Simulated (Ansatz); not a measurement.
What DFT gives for CaGeHAu

```
Ca Au Ge H
1.0
     4.14004    0.00000    0.00000
     0.00000    4.14004    0.00000
     0.00000    0.00000    8.02925
Ca Au Ge H
2 2 2 2
Cartesian
  1.0350 1.0350 1.2100
  3.1050 3.1050 6.8192
  3.1050 1.0350 4.0146
  1.0350 3.1050 4.0146
  1.0350 1.0350 5.3033
  3.1050 3.1050 2.7259
  3.1050 1.0350 0.0000
  1.0350 3.1050 0.0000
```

Level: PBE, no spin polarisation; 420 eV; 6×6×3 Γ-centred mesh; cold occupations (width 0.0608 eV); Ansatz 0.2.0, fixed geometry.

**Question.** What happens at the Fermi level?

**Answer.** It is a metal, with about 2.5 states/eV a cell as the mean within 0.25 eV of the Fermi level, mostly Ge p (61 %) and Au d (13 %).

**Question.** Where is the largest force?

**Answer.** The largest is on Ge6 (and as large on other atoms): 3.28 eV/Å, components (0.00, 0.00, -3.28). It makes 122° with the line to a nearest neighbour, Au3 at 2.44 Å.

**Question.** Describe some of the short contacts.

**Answer.** Ca–H at 2.40 Å: least valence density 0.14 e/Å³ and ELF 0.10 there. Au–Ge at 2.44 Å: least valence density 0.53 e/Å³ and ELF 0.40 there. Both are smooth PAW fields, read partly inside the augmentation spheres.

**Question.** Is the cell too large or too small?

**Answer.** The pressure is 12.1 GPa (compression positive), so with the atoms held at these fractions the cell would first expand; the forces are large, so a full relaxation may end otherwise. The principal stresses 7.0, 14.7, 14.7 GPa differ, so its shape would change too.

Origin: a known structure type with other elements, at an estimated volume, so it need not be a known compound. Caveats: atoms or cell far from equilibrium.
